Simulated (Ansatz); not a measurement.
A generator proposed this cell of Si2P.

```
CELL_PARAMETERS angstrom
-2.86390 2.86390 1.98308
2.86390 -2.86390 1.98308
2.86390 2.86390 -1.98308
ATOMIC_POSITIONS crystal
Si 0.37500 0.62500 0.75000
Si 0.37500 0.12500 0.75000
Si 0.37500 0.62500 0.25000
Si 0.87500 0.62500 0.25000
P 0.00000 0.00000 0.00000
P 0.75000 0.25000 0.50000
```

Theory: DFT PBE, scalar-relativistic, plane waves, PAW (Ansatz 0.2.0). Plane waves to 420 eV, a k mesh through Γ of 6×6×6 on the computed 6-atom cell and Gaussian smearing (0.10 eV); no spin polarisation.

Energies over the elements count from the elements' standard structures at the same level, with no fitted energy shifts. The references include black phosphorus.

Q: How far from equilibrium is it?

A: The pressure is 99.6 GPa (the mean over three directions, positive in compression), the largest force is 0.00 eV/Å (symmetry fixes the atoms), and the energy is +1.45 eV/atom against the elements. The shortest distance is 2.06 Å.

Q: How much does it gain on relaxing, and where does it end?

A: Relaxing gains about 1.2 eV/atom (the start's value is from the coarse mesh, so the gain is rough) in 12 ionic steps and ends at +0.26 eV/atom on the finer mesh. The symmetry stays I4_1/amd (No. 141). The volume per atom grows by 50.2 %, from 10.8 to 16.3 Å³. The shortest distance goes from 2.06 Å (Si–P) to 2.36 Å (Si–P). Conventional cell: a = 6.588 Å, c = 4.504 Å. Around Si lie 2 P at 2.36 Å and 4 Si at 2.59 Å; P has 4 Si at 2.36 Å.

The last run used a 10×10×10 mesh for its 6-atom cell and Gaussian smearing of 0.10 eV. The reference form of P is held partly by dispersion forces, which this level lacks. The relaxation can't lower the symmetry of the start. A structure relaxed within its symmetry needn't be a true minimum.
